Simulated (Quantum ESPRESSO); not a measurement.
For atom 1 (Cl) of Cl$_{2}$ in Cmce, a PBE PAW density (pw.x of a modified build of Quantum ESPRESSO, JTH datasets) with the all-electron reconstruction of Petrilli and co-workers gives this field-gradient tensor in Cartesian axes (atomic units, 1 a.u. = 9.7174×10²¹ V/m²):

```
-2.9467   0.0000   0.0000
 0.0000  -0.9961   3.1450
 0.0000   3.1450   3.9428
```

The cell was made here from a computed Materials Project entry: strained by +2 % along the third axis of the standard frame and by -1 % across it, atoms relaxed (PBE without dispersion, pw.x of Quantum ESPRESSO, symmetry kept). The parent is Cl2 in Cmce; whether this form has been observed was not checked. Stability against distortions was not tested.  Cores are frozen. Against all-electron runs on small test molecules, this scheme's |Vzz| missed by −3 to −9 % on Cl.

Q: Find the principal values, η_Q, |C_Q|, ν_Q and P_Q for ³⁵Cl (I = 3/2, |Q| = 0.0817 barn).

A: Eigenvalues (principal values) by size: Vxx = -2.5253, Vyy = -2.9467, Vzz = 5.4720 a.u. (they sum to zero).
η_Q = (Vxx − Vyy)/Vzz = 0.08.
|C_Q| = 234.96 MHz × |Q|/barn × |Vzz|/a.u. = 234.96 × 0.0817 × 5.4720 = 105 MHz.
Quadrupole frequency ν_Q = 3C_Q/[2I(2I − 1)] = 52.5 MHz, and P_Q = C_Q(1 + η²/3)^½ = 105 MHz.
